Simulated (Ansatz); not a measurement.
Input:

BAs:
```
BAs
1.0
    6.53308     0.00000     0.00000
    0.00000     3.37897     0.00000
    0.00000     0.00000     5.62078
B As
4 4
Direct
  0.16022   0.25000   0.40080
  0.33978   0.75000   0.90080
  0.83978   0.75000   0.59920
  0.66022   0.25000   0.09920
  0.83644   0.25000   0.39130
  0.66356   0.75000   0.89130
  0.16356   0.75000   0.60870
  0.33644   0.25000   0.10870
```

This is the LDA-relaxed structure. Cartesian axes are those of the cell as given.

Question: All from the program Ansatz at the LDA level (PAW), unless another level is named. Estimate the formation energy from the elements (no fitted shifts).

Answer: 0.24 eV/atom.

Question: Give the hole effective mass.

Answer: 0.16, 0.47, 0.87 mₑ (principal values).

Question: Give the smallest direct gap on the standard path.

Answer: 1.06 eV.

Question: What about the conduction-band minimum?

Answer: at U (k = 0.500, 0.000, 0.500 in fractions of the reciprocal vectors).

Question: Give the valence-band maximum.

Answer: at Γ.

Space group Pnma. The start of the workflow was typed in or built on a structure type; neither database checked (COD, Materials Project) lists it. It is not the phase usual at ambient conditions (space group No. 216). Symmetry was held in the LDA relaxation; its stability against distortions is not shown here. The volume moved by 23 % from the start of the relaxation. Its formation energy is positive at this level, so the cell may be metastable or incomplete. The references are the lowest solids computed at this level, not always the standard phases. Scalar-relativistic: spin–orbit coupling is off unless named, which matters more the heavier the elements.

Potentials: the earlier of the program's two PAW sets. The files were generated under PBE; for other functionals the program regenerates the frozen cores, and for LDA and PBEsol the local potential too.
